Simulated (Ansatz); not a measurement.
Input file for Ansatz (a first-principles code):

Ansatz 0.2 input:
```yaml
crystal:
  lattice:
    - [0.0, 2.6232667977, 2.6232667977]
    - [2.6232667977, 0.0, 2.6232667977]
    - [2.6232667977, 2.6232667977, 0.0]
  atoms:
    - { symbol: Al, position: [0.0, 0.0, 0.0] }
    - { symbol: As, position: [0.5, 0.5, 0.5] }
kpoints:
  mp_grid: { grid: [10, 10, 10] }
  band_path:
    path:
      - [[0.0, 0.0, 0.0], [0.5, 0.0, 0.5], [0.625, 0.25, 0.625]]  # Γ-X-U
      - [[0.375, 0.375, 0.75], [0.0, 0.0, 0.0], [0.5, 0.5, 0.5], [0.5, 0.25, 0.75], [0.5, 0.0, 0.5]]  # K-Γ-L-W-X
    npoints: 12
basis: { xc_grid: 2 }
hamiltonian:
  xc: pbesol
  pseudopotentials: { azcp: { folder: ./paw }, kind: paw_fr }
magnetization: { noncollinear: true, spin_orbit: true }
scf:
  n_extra_bands: 12
  convergence: { dr2_threshold: 0.0000000001 }
  occupations: { method: gaussian, width: 0.05 }
output: { eigenvalues: true }
```

Output (shortened):

```
Pseudopotential: Al, paw, valence charge 3
Pseudopotential: As, paw, valence charge 15
Functional definition: PBEsol
non-collinear run that drives no moment, with spin-orbit …
Crystal: 2 atoms, lattice volume = 36.104 Å³
Basis set: ecut = 420 eV, 725 PW (Γ), exchange–correlation on 50×50×50 points (8 copies of the dense FFT grid, shifted against one another)
Bands: 30, of which v1, the nominal top of the filled ones, is band 18 counted from 1 (17 counted from 0)
Symmetry: 48 space group operations + 48 with time reversal
k-points: 47 of 1000
Projection manifold: j_resolved (fully-relativistic pseudo-atomic orbitals)
SCF iter   1: F=—  HF=-5338.249106 eV  |F-HF|=—  |Δ(HF+E_count)|=         —  Δρ=2.71e-2  dr2=2.96e-1  dr2_m=0.00e0 (ungated)  ethr=3.10e-3  |M|=0.00e0 ∫|m|=0.00e0 μB  |m|>n=0.0e0 m-floor=0.0e0 τ_xc=0.0e0  β_m=0.30  ⟨swp⟩=6.6  Hψ=4684  notcnv=0  defer=56
preconditioner: auto → Kerker (q_TF=auto, 2.429 Å⁻¹)
spin=Noncollinear: Kerker preconditioning applied to the charge; magnetization (m_x, m_y, m_z) channels mix plain (no charge-response kernel on spin).
SCF iter   2: F=—  HF=-5338.224476 eV  |F-HF|=—  |Δ(HF+E_count)|=   2.46e-2  Δρ=2.10e-2  dr2=1.76e-1  dr2_m=0.00e0 (ungated)  ethr=1.65e-3  |M|=0.00e0 ∫|m|=0.00e0 μB  |m|>n=0.0e0 m-floor=0.0e0 τ_xc=0.0e0  β_m=0.65  ⟨swp⟩=1.0  Hψ=894  notcnv=0  defer=112
SCF iter   3: F=—  HF=-5338.171645 eV  |F-HF|=—  |Δ(HF+E_count)|=   5.28e-2  Δρ=3.25e-3  dr2=4.61e-3  dr2_m=0.00e0 (ungated)  ethr=9.76e-4  |M|=0.00e0 ∫|m|=0.00e0 μB  |m|>n=0.0e0 m-floor=0.0e0 τ_xc=0.0e0  β_m=0.58  ⟨swp⟩=2.4  Hψ=849  notcnv=0  defer=206
SCF iter   4: F=—  HF=-5338.168548 eV  |F-HF|=—  |Δ(HF+E_count)|=   3.10e-3  Δρ=1.59e-3  dr2=5.14e-4  dr2_m=0.00e0 (ungated)  ethr=2.56e-5  |M|=0.00e0 ∫|m|=0.00e0 μB  |m|>n=0.0e0 m-floor=0.0e0 τ_xc=0.0e0  β_m=0.79  ⟨swp⟩=2.0  Hψ=1135  notcnv=0  defer=276
SCF iter   5: F=—  HF=-5338.168588 eV  |F-HF|=—  |Δ(HF+E_count)|=   3.95e-5  Δρ=3.82e-4  dr2=6.44e-5  dr2_m=0.00e0 (ungated)  ethr=2.86e-6  |M|=0.00e0 ∫|m|=0.00e0 μB  |m|>n=0.0e0 m-floor=0.0e0 τ_xc=0.0e0  β_m=0.89  ⟨swp⟩=3.0  Hψ=1105  notcnv=0  defer=276
SCF iter   6: F=—  HF=-5338.168564 eV  |F-HF|=—  |Δ(HF+E_count)|=   2.37e-5  Δρ=8.68e-5  dr2=2.64e-6  dr2_m=0.00e0 (ungated)  ethr=3.58e-7  |M|=0.00e0 ∫|m|=0.00e0 μB  |m|>n=0.0e0 m-floor=0.0e0 τ_xc=0.0e0  β_m=0.95  ⟨swp⟩=2.0  Hψ=975  notcnv=0  defer=276
SCF iter   7: F=—  HF=-5338.168563 eV  |F-HF|=—  |Δ(HF+E_count)|=   1.17e-6  Δρ=6.40e-6  dr2=1.38e-8  dr2_m=0.00e0 (ungated)  ethr=1.47e-8  |M|=0.00e0 ∫|m|=0.00e0 μB  |m|>n=0.0e0 m-floor=0.0e0 τ_xc=0.0e0  β_m=0.97  ⟨swp⟩=2.0  Hψ=761  notcnv=0  defer=276
SCF iter   8: F=—  HF=-5338.168563 eV  |F-HF|=—  |Δ(HF+E_count)|=   3.55e-8  Δρ=1.31e-6  dr2=7.63e-10  dr2_m=0.00e0 (ungated)  ethr=7.64e-11  |M|=0.00e0 ∫|m|=0.00e0 μB  |m|>n=0.0e0 m-floor=0.0e0 τ_xc=0.0e0  β_m=0.99  ⟨swp⟩=2.0  Hψ=1020  notcnv=0  defer=276
SCF iter   9: F=-5338.168563 eV  HF=-5338.168563 eV  |F-HF|=2.91e-11  |Δ(HF+E_count)|=   1.71e-9  Δρ=3.11e-7  dr2=3.70e-11  dr2_m=0.00e0 (ungated)  ethr=1.00e-12  |M|=0.00e0 ∫|m|=0.00e0 μB  |m|>n=0.0e0 m-floor=0.0e0 τ_xc=0.0e0  ⟨swp⟩=8.5  Hψ=3206  notcnv=0
SCF 1 converged in 9 iterations: F = -5338.168563 eV  dr2 = 3.70e-11
NSCF: frozen V_eff on 74 k-points
SCF converged after 9 iterations
Magnetization: |M| = 0.0000 μB,  M = (+0.0000, +0.0000, +0.0000) μB
Absolute magnetization: 0.0000 μB (∫|m|)
  site 0: m = (+0.0000, +0.0000, +0.0000) μB, |m| = 0.0000 μB  (R = 1.08 Å)
  site 1: m = (+0.0000, +0.0000, +0.0000) μB, |m| = 0.0000 μB  (R = 1.08 Å)
Free energy (F): -5338.168563 eV
Harris-Foulkes:  -5338.168563 eV  (|F-HF|=2.91e-11)
Internal energy: -5338.167375 eV  (E = F + TS)
E sigma→0 (E₀):  -5338.167969 eV
Entropy (-TS):   -0.001188 eV (-0.594 meV/atom)
Fermi energy:    9.253321 eV
--- Per-component energies (eV) ---
  E_band       = -225.595625
  E_kinetic    = 121.551053
  E_local      = -2127.151927  (includes V_loc(G=0)·N_el)
  E_nonlocal   = -381.915474
  E_hartree    = 1191.574575
  E_xc         = -108.122465
  E_vxc        = -104.109655  (∫ρ·V_xc dr)
  E_paw        = -2428.218728  (= ΣΔE_a)
  E_vpaw       = -117.118710  (= ΣTr[D̂ρ^β])
  E_aug_tail   = -0.000006  (compensation charges beyond the density's cutoff)
  E_ewald      = -1606.873342
  E_core_change = 0.988940  (= ΣΔE_core)
  E_smearing   = -0.001188  (= −TS)
  E_closure    = 0.000000  (closes the sum)
  Σ components = -5338.168563   (vs F -5338.168563, Δ=0.00e0)
  [band-id]    e_kinetic+e_local+e_nonlocal+2·e_hartree+e_vxc+e_vpaw+e_augmentation_tail = -225.595570   (vs E_band -225.595625, Δ=5.58e-5)
--- Band table (eV; the first three rows and the last of 47) ---
  k-point 0: bands = ["-26.1971", "-26.1971", "-26.1971", "-26.1971", "-25.4719", "-25.4719", "-25.4719", "-25.4719", "-25.4648", "-25.4648", "-4.0838", "-4.0838", "9.2800", "9.2800", "9.5972", "9.5972", "9.5972", "9.5972", "11.3080", "11.3080", "15.2385", …
  k-point 1: bands = ["-26.1970", "-26.1970", "-26.1969", "-26.1969", "-25.4720", "-25.4720", "-25.4717", "-25.4717", "-25.4646", "-25.4646", "-3.9451", "-3.9451", "8.0913", "8.0913", "9.3155", "9.3155", "9.5140", "9.5140", "12.1968", "12.1968", "15.2954", …
  k-point 2: bands = ["-26.1969", "-26.1969", "-26.1964", "-26.1964", "-25.4721", "-25.4721", "-25.4711", "-25.4711", "-25.4641", "-25.4641", "-3.5380", "-3.5380", "6.0548", "6.0548", "9.1334", "9.1334", "9.3346", "9.3346", "12.5508", "12.5508", "14.4229", …
  k-point 46: bands = ["-26.1958", "-26.1958", "-26.1955", "-26.1955", "-25.4713", "-25.4713", "-25.4706", "-25.4706", "-25.4620", "-25.4620", "-0.9100", "-0.9100", "4.0777", "4.0777", "4.5346", "4.5346", "4.9809", "4.9809", "11.4100", "11.4100", "14.6198", …
```

Cost: about 13 core-seconds (a rough figure) on shared cores.

Space group Fm-3m (rock salt). The start of the workflow was typed in or built on a structure type; the Crystallography Open Database copy checked does not list it. It is not the phase usual at ambient conditions (space group No. 216). Symmetry was held in the PBEsol relaxation; whether a distortion lowers the energy is not shown.

Potentials: the earlier of the program's two PAW sets. The files were generated under PBE; for other functionals the program regenerates the frozen cores, and for LDA and PBEsol the local potential too.

Ansatz is a plane-wave DFT program.
